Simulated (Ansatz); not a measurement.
# GaN (F-43m): elasticity against pressure

```xyz
2
Lattice="0.0000 2.2277 2.2277 2.2277 0.0000 2.2277 2.2277 2.2277 0.0000" Properties=species:S:1:pos:R:3 pbc="T T T"
Ga    0.0000    0.0000    0.0000
N     1.1139    1.1139    1.1139
```

This is the zero-pressure cell. At each pressure cell and atoms are relaxed in this structure, and the constants are slopes of the stress at strains of ±0.005 with relaxed ions (the coefficients that govern stability under load). Level: LDA, PAW on Ansatz 0.2.0's default frozen-core files (fitted under PBE), scalar-relativistic; k mesh 10×10×10, strains of ±0.005, fixed occupations, cutoff 420 eV. P is the pressure of the relaxed cell, less that of this one.

```tsv
P (GPa)	V/V₀	C11 (GPa)	C12 (GPa)	C44 (GPa)
0.00	1.0000	289.1	158.7	161.0
0.98	0.9952	293.0	163.1	161.8
1.96	0.9905	297.0	167.7	162.5
4.00	?	?	?	?
7.00	0.9683	317.2	190.3	165.8
10.00	0.9562	328.2	203.2	166.8
15.00	0.9376	346.2	224.6	168.1
```

Problem. Does the bulk modulus from the constants agree with the pressure-volume curve?

Solution. A third-order Birch-Murnaghan fit to the volumes shown (F against f, f = [(V₀/V)^(2/3) − 1]/2) gives B₀ = 201.9 GPa and B′ = 4.4. Its −V dP/dV stands beside (C11 + 2C12)/3:

```csv
P (GPa),from P(V),from the constants
0.00,201.9,202.2
0.98,206.2,206.4
1.96,210.6,210.8
7.00,232.4,232.6
10.00,245.2,244.9
15.00,266.3,265.1
```

Problem. What are the pressure derivatives at zero pressure?

Solution. Slopes at V₀ of quadratic fits in −ln(V/V₀) through the first four rows shown, divided by B₀: dC11/dP = 4.0, dC12/dP = 4.6, dC44/dP = 0.8. The mean slopes up to 2.0 GPa are 4.0, 4.6, 0.8; curvature and scatter of the constants part the two. The combination (dC11/dP + 2 dC12/dP)/3 = 4.4 stands against B′.

Problem. Fill the row at 4.00 GPa.

Solution. Cubic fits in −ln(V/V₀) through all rows shown give C11 = 305.3, C12 = 176.9, C44 = 164.0 GPa. Computed: V/V₀ = 0.9812, C11 (GPa) = 305.3, C12 (GPa) = 176.8, C44 (GPa) = 163.9.

Problem. Does a shear stiffness soften?

Solution. C44 goes from 161.0 to 168.1 GPa; (C11 − C12)/2 goes from 65.2 to 60.8 GPa. (C11 − C12)/2 softens under pressure, though the lattice stays mechanically stable over this range.

Known limits: this zinc-blende form is metastable at ambient conditions; no other phase was computed; many crystals of this kind change structure within this range, and rows or crossings beyond such a change describe a metastable lattice; frozen-core PAW files fitted under PBE, their cores solved anew for the functional of the run; constants at zero field, no piezoelectric stiffening; phonons weren't checked at these pressures.
